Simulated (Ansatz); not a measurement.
Ba2YHO3:
```
CELL_PARAMETERS angstrom
     -2.08338     2.18863     6.87940
      2.08338    -2.18863     6.87940
      2.08338     2.18863    -6.87940
ATOMIC_POSITIONS crystal
  Y  0.00000 0.00000 0.00000
  O  0.50000 0.00000 0.50000
  H  0.00000 0.50000 0.50000
  O  0.16374 0.16374 0.00000
  O  0.83626 0.83626 0.00000
  Ba 0.34784 0.34784 0.00000
  Ba 0.65216 0.65216 0.00000
```

Relaxed with r²SCAN. Special points in fractions of this cell's reciprocal vectors: Γ (0.000, 0.000, 0.000); X (0.500, 0.500, -0.500); F2 (0.273, 0.727, -0.273); Σ0 (-0.273, 0.273, 0.273); Y0 (0.275, -0.275, 0.275); U0 (0.725, 0.275, -0.275); R (0.000, 0.500, 0.000); W (0.250, 0.250, 0.250); S (0.500, 0.000, 0.000); T (0.000, 0.000, 0.500).

Q: List the band energies nearest the valence-band maximum at these points for DFT-r²SCAN in the program Ansatz with PAW potentials.

A: In eV from the valence-band maximum; about four levels below and three above (degenerate sets whole), none deeper than 8.9 eV; points with the same levels are listed once.

```tsv
k	below	above
Γ	-0.61 -0.61 -0.45 -0.14 -0.10	3.64 4.70 4.98
X	-0.51 -0.39 -0.26 -0.23	3.75 4.32 5.35
F2	-0.95 -0.27 -0.19 -0.14	3.64 5.00 5.35
Y0	-1.13 -0.90 -0.39 -0.18	5.35 5.62 5.74
R	-1.14 -0.24 -0.13 0.00	3.62 4.89 5.39
W	-0.54 -0.43 -0.15 -0.14	3.75 5.57 5.59
S	-1.15 -0.95 -0.43 -0.21	5.49 5.63 5.75
T	-0.53 -0.32 -0.29 -0.27	3.86 5.26 5.55
```

Space group Immm. The start of the workflow was typed in or built on a structure type; neither database checked (COD, Materials Project) lists it. Whether it is the stable phase at ambient conditions was not checked. Symmetry was held in the r²SCAN relaxation; whether a distortion lowers the energy is not shown. The run is not spin-polarised. Spin–orbit coupling is left out wherever it is not named.

Potentials: the earlier of the program's two PAW sets. The files were generated under PBE; for other functionals the program regenerates the frozen cores, and for LDA and PBEsol the local potential too.
